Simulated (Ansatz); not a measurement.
Guessed and relaxed cells of Sc2AlP3

The guess for Sc2AlP3 was made by a generator: random cell by space group and Wyckoff sites (P4mm, No. 99). Its size is a rough estimate.

start.xyz

```xyz
6
Lattice="4.9739 0.0000 0.0000 0.0000 4.9739 0.0000 0.0000 0.0000 5.0749" Properties=species:S:1:pos:R:3 pbc="T T T"
Sc    2.4869    0.0000    1.3652
Sc    0.0000    2.4869    1.3652
Al    0.0000    0.0000    0.5416
P     2.4869    0.0000    3.6525
P     0.0000    2.4869    3.6525
P     0.0000    0.0000    3.5715
```

Method: DFT PBE, scalar-relativistic, plane waves, PAW (Ansatz 0.2.0). Cutoff 420 eV, Gaussian smearing, Γ-centred meshes. Cell and atoms relax first on a coarse mesh and then on a finer one. In between, the cell is made exact in the group found at 0.06 Å. In metals the finer mesh still leaves noise of several meV/atom or more. The steps can't lower the symmetry of their start. No spin polarisation.

end.xyz

```xyz
6
Lattice="5.1059 0.0000 0.0000 0.0000 5.1059 0.0000 0.0000 0.0000 5.1719" Properties=species:S:1:pos:R:3 pbc="T T T"
Sc    2.5529    0.0000    1.9070
Sc    0.0000    2.5529    1.9070
Al    0.0000    0.0000    4.6878
P     2.5529    0.0000    4.5137
P     0.0000    2.5529    4.5137
P     0.0000    0.0000    2.0614
```

The symmetry stays P4mm (No. 99). The volume per atom grows by 7.4 %, from 20.9 to 22.5 Å³. The shortest distance goes from 2.05 Å (Al–P) to 2.55 Å (Al–P). The energy falls by about 0.96 eV/atom (the start's value is from the coarse mesh). The end is written in a standard setting, so origin, axes and order of atoms can differ from the start's.

```yaml
Volume_per_atom: 22.47 Å³
Density: 2.58 g/cm³
Formation_energy: −0.38 eV/atom
Gap_on_the_8×8×8_mesh_of_the_6-atom_cell: 0 eV (a metal)
```

The zero of energy is the elements' standard structures at the same level; no fitted shifts are applied. The references include black phosphorus.

The last run used Gaussian smearing of 0.10 eV. The cell is a metal run without spin; a magnetic state may lie lower. The reference form of P is held partly by dispersion forces, which this level lacks. Symmetry constrained the relaxation, so the result can be a saddle point. In all, the 3 runs took 4.3 min on 1 thread of Intel(R) Xeon(R) Processor @ 2.70GHz, on a shared host. Another cell of Sc2AlP3 relaxed alike, in Cmmm, lies 0.48 eV/atom lower, so this cell isn't the stable form at this level.
